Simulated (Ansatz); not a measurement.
LiF:
```yaml
crystal:
  lattice:
    - [0.00000, 2.00516, 2.00516]
    - [2.00516, 0.00000, 2.00516]
    - [2.00516, 2.00516, 0.00000]
  atoms:
    - { symbol: Li, position: [0.00000, 0.00000, 0.00000] }
    - { symbol: F, position: [0.50000, 0.50000, 0.50000] }
```

Relaxed with HSE06.

Problem. Give the Bader charges and basin volumes of the independent atoms, plane-wave PAW HSE06 (Ansatz code).

Solution. 

```tsv
atom	Bader charge (e)	Bader volume (Å³)
Li1	+0.91	2.8
F2	-0.91	13.3
```

Space group Fm-3m (rock salt). Symmetry was held in the HSE06 relaxation.

Potentials: the earlier of the program's two PAW sets. The files were generated under PBE; for other functionals the program regenerates the frozen cores, and for LDA and PBEsol the local potential too.
